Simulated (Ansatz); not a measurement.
CsPbBr$_{3}$ (cubic perovskite)

```
CELL_PARAMETERS angstrom
      6.00278     0.00000     0.00000
      0.00000     6.00278     0.00000
      0.00000     0.00000     6.00278
ATOMIC_POSITIONS crystal
  Cs 0.00000 0.00000 0.00000
  Pb 0.50000 0.50000 0.50000
  Br 0.00000 0.50000 0.50000
  Br 0.50000 0.50000 0.00000
  Br 0.50000 0.00000 0.50000
```

The volume is varied about the relaxed value V₀ at fixed cell shape. Symmetry pins the atoms to their sites.

These are PBE (plane waves to 420 eV, PAW, scalar-relativistic; Ansatz, a first-principles code) values and carry that method's errors. k mesh 6×6×6 (Γ-centred), Fermi-Dirac smearing 0.05 eV. The energy includes the smearing's −TS. CsPbBr3 was relaxed with its symmetry unable to fall. Spin-orbit coupling is left out, though Pb is heavy. This is a high-temperature form of CsPbBr3. ΔE is measured from the relaxed starting cell.

```
V (Å³/atom)  ΔE (meV/atom)
-----------  -------------
38.934                30.6
40.016                16.3
41.097                 6.9
42.179                 1.6
43.260                 0.0
44.342                 1.5
45.423                 5.7
46.505                12.3
47.586                20.9
```

Problem. What is the fitted pressure derivative B₀′?

Solution. 4.7.

Problem. What bulk modulus B₀ follows from a third-order Birch-Murnaghan fit?

Solution. 18.5 GPa. Check by three points about V = 43.260 Å³/atom, step 1.082: d²E/dV² ≈ (1.6 − 2·0.0 + 1.5) meV / 1.082² = 0.00265 eV/Å⁶, and V·d²E/dV² × 160.2 = 18.4 GPa.

(Under strain, the slope of the energy per volume gives the stress and its curvature an elastic modulus.)
